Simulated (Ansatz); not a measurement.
Cu Kα1 powder pattern (kinematic, no thermal factors).
| 2θ (°) | relative intensity |
| --- | --- |
| 13.31 | 2 |
| 14.59 | 5 |
| 19.80 | 5 |
| 25.42 | 86 |
| 26.80 | 56 |
| 28.79 | 100 |
| 29.43 | 1 |
| 30.65 | 2 |
| 32.43 | 2 |
| 37.27 | 36 |
| 39.27 | 1 |
| 40.22 | 1 |
| 41.64 | 2 |
| 44.80 | 72 |
| 48.18 | 1 |
| 48.58 | 75 |
| 52.21 | 12 |
| 52.97 | 50 |
| 54.13 | 17 |
| 55.22 | 2 |
| 59.64 | 9 |
| 61.73 | 2 |
| 68.21 | 27 |
| 71.19 | 9 |
| 72.81 | 14 |
| 73.74 | 5 |
| 76.59 | 19 |
| 77.58 | 8 |
| 79.44 | 1 |
| 82.60 | 12 |
| 85.37 | 29 |
| 88.09 | 2 |
| 88.77 | 11 |

The pattern is computed from a structure relaxed with Ansatz, DFT PBE, scalar-relativistic, plane waves, PAW. No spin polarisation. Its elements are Al, As, Ga.

Question: Give the structure.

Answer: Al5GaAs6.
Space group P31m (No. 157). a = 7.003 Å, b = 7.003 Å, c = 6.648 Å, α = 90.00°, β = 90.00°, γ = 120.00°
| atom | site | symmetry | x | y | z |
| --- | --- | --- | --- | --- | --- |
| Al | 3c | ..m | 0.3336 | 0.3336 | 0.9994 |
| Al | 2b | 3.. | 0.6667 | 0.3333 | 0.4999 |
| Ga | 1a | 3.m | 0.0000 | 0.0000 | 0.5006 |
| As | 3c | ..m | 0.3341 | 0.3341 | 0.3738 |
| As | 2b | 3.. | 0.6667 | 0.3333 | 0.8740 |
| As | 1a | 3.m | 0.0000 | 0.0000 | 0.8760 |

A pattern alone doesn't exclude other cells with like lines; this is the one computed.

The cell was found from a structure generator's guess, not taken from experiment.
